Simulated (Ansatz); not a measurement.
Method: DFT PBE, scalar-relativistic, plane waves, PAW in Ansatz 0.2.0. Plane waves to 420 eV, a 12×12×4 mesh through Γ for the 6-atom cell and 0.10 eV Gaussian smearing; collinear spin.

Formation energies are uncorrected and refer to the elements' standard structures at the same level.

Question: Suggest a trial structure for a hexagonal metal with formula VMoS4, with a formation energy near −0.89 eV/atom, a density near 3.7 g/cm³ and a net moment near 0.2 μB per atom, in a cell of 6 atoms. Its symmetry should be P-6m2 (No. 187).

Answer: VMoS4, space group P-6m2 (No. 187). Around V lie 6 S at 2.36 Å; around Mo lie 6 S at 2.41 Å; around S on its first site lie 3 Mo at 2.41 Å; S on its second site is surrounded by 3 V at 2.36 Å.

```cif
data_structure
_symmetry_space_group_name_H-M 'P 1'
_symmetry_Int_Tables_number 1
_cell_length_a 3.1835
_cell_length_b 3.1835
_cell_length_c 14.0830
_cell_angle_alpha 90.000
_cell_angle_beta 90.000
_cell_angle_gamma 120.000
_cell_volume 123.61
loop_
_atom_site_label
_atom_site_type_symbol
_atom_site_fract_x
_atom_site_fract_y
_atom_site_fract_z
_atom_site_occupancy
V1 V 0.66667 0.33333 0.00000 1
Mo1 Mo 0.33333 0.66667 0.50000 1
S1 S 0.66667 0.33333 0.38905 1
S2 S 0.33333 0.66667 0.10564 1
S3 S 0.66667 0.33333 0.61095 1
S4 S 0.33333 0.66667 0.89436 1
```

* Volume per atom: 20.6 Å³
* Density: 3.7 g/cm³
* Formation energy: −0.89 eV/atom
* Gap on the 12×12×4 mesh of the 6-atom cell: 0 eV (a metal)
* Net moment per atom: 0.15 μB
* Moment by site: V 0.8 μB

It was reached by relaxing an invented guess, and it needn't be the stable form of this composition. The answer needn't be unique; the calculation gave this one.

Weakly bound directions are ill-defined at this level, which has no dispersion term. No Hubbard U is applied to the 3d shell of V. The reference form of S is held partly by dispersion forces, which this level lacks. Another magnetic order may lie lower. Symmetry constrained the relaxation, so the result can be a saddle point. Site moments count only spheres around the atoms; the net moment includes the space between them.
